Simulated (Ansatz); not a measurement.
SrTe (rock salt, space group No. 225) under volume change, plane-wave PAW LDA (Ansatz code), scaled uniformly.

| V (Å³/atom) | E − E(relaxed) (meV/atom) | P (GPa) |
|---|---|---|
| 31.615 | 40.7 | 4.53 |
| 32.657 | 17.1 | 2.78 |
| 33.699 | 4.1 | 1.28 |
| 34.741 | 0.0 | 0.00 |
| 35.783 | 3.6 | -1.09 |
| 36.826 | 13.8 | -2.02 |
| 37.868 | 29.6 | -2.82 |

Q: What does a third-order Birch–Murnaghan fit give for V₀, B₀ and B′?

A: V₀ = 34.74 Å³/atom, B₀ = 39.3 GPa, B′ = 4.3.

Space group Fm-3m (rock salt). The cell was relaxed with LDA under the symmetry of its start. Spin–orbit coupling is left out wherever it is not named.

Potentials: the later of the program's two PAW sets.
